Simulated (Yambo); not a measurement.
LiIOH₂ (space group Pmma, No. 51): a test of whether the lowest BSE state is resolved, against the k mesh (Yambo, LDA bands; otherwise 10 valence and 14 conduction bands, static screening with 77 bands and a 3 Ry block, scissor 2.20 eV, Tamm-Dancoff).

| k mesh | direct gap (eV) | lowest state (eV) | difference (eV) | k points taking part | rough cost |
|---|---|---|---|---|---|
| 2×2×2 | 5.74 | 4.83 | 0.90 | 1.1 | about 1/20 |
| 2×4×2 | 5.74 | 4.89 | 0.85 | 1.3 | about 1/8 |
| 4×4×4 | 5.74 | 5.17 | 0.57 | 1.3 | 1 |

The last step moves the difference by 0.28 eV. Even the densest mesh doesn't resolve the state: none of these energies is a result, and the difference is no binding energy.

These are vertical excitations (zero momentum); the indirect quasiparticle gap, about 5.60 eV, is smaller than the direct one (5.74 eV on the GW mesh). The scissor comes from a G0W0 run whose convergence isn't established; costs are rough.

Without spin-orbit coupling, band edges of such heavy elements can be off by tenths of an eV.

Geometry of the Materials Project entry, not relaxed at this level; primitive cell a = 6.4345 Å, b = 4.3971 Å, c = 5.6203 Å, α = 90.00°, β = 90.00°, γ = 90.00°.

The structure is a Materials Project entry; no match was found in the copy of COD used, and its stability was not checked.

The distance between layers or molecules is the database entry's, not relaxed here. Functionals without dispersion can leave it too large, which widens gaps and weakens the response across layers: the numbers belong to this cell.
